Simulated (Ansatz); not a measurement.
AlRu (CsCl type)

```yaml
crystal:
  lattice:
    - [5.96504, 0.00000, 0.00000]
    - [0.00000, 2.98252, 0.00000]
    - [0.00000, 0.00000, 2.98252]
  atoms:
    - { symbol: Al, position: [0.00000, 0.00000, 0.00000] }
    - { symbol: Al, position: [0.50000, 0.00000, 0.00000] }
    - { symbol: Ru, position: [0.25000, 0.50000, 0.50000] }
    - { symbol: Ru, position: [0.75000, 0.50000, 0.50000] }
```

In this cell atom 4 (Ru, nearest neighbour Al at 2.583 Å; its periodic images, 3.0 Å or more away, move with it) is moved by s along Cartesian [110], unit vector (0.707, 0.707, 0.000); all other atoms and the cell stay fixed.

These are r2SCAN (plane waves to 500 eV, PAW, scalar-relativistic; Ansatz, a first-principles code) values and carry that method's errors. k mesh 7×13×13 (Γ-centred), Fermi-Dirac smearing 0.05 eV. With partly filled bands, energies and forces of such displacements shift with the k mesh and the smearing. F∥ is the force on the atom along that direction. AlRu is run without spin polarisation. AlRu was relaxed with its symmetry unable to fall. 

```
s (Å)   F∥ (eV/Å)
------  ---------
-0.520      7.034
-0.416      5.250
-0.312      3.708
-0.208      2.371
-0.104      1.156
0.000       0.000
0.104      -1.156
0.208      -2.371
0.312      -3.708
0.416      -5.250
0.520      -7.034
```

Q: What is the force constant k = d²E/ds² of this move at s = 0?

A: 11.0 eV/Å². The forces along the line at the two nearest points give (1.156 − (-1.156)) / (2·0.104) = 11.12 eV/Å²; the next pair corrects for the finite step.

(A displaced cell: forces are minus the slopes of the energy, force constants its curvatures, and phonons follow from these.)
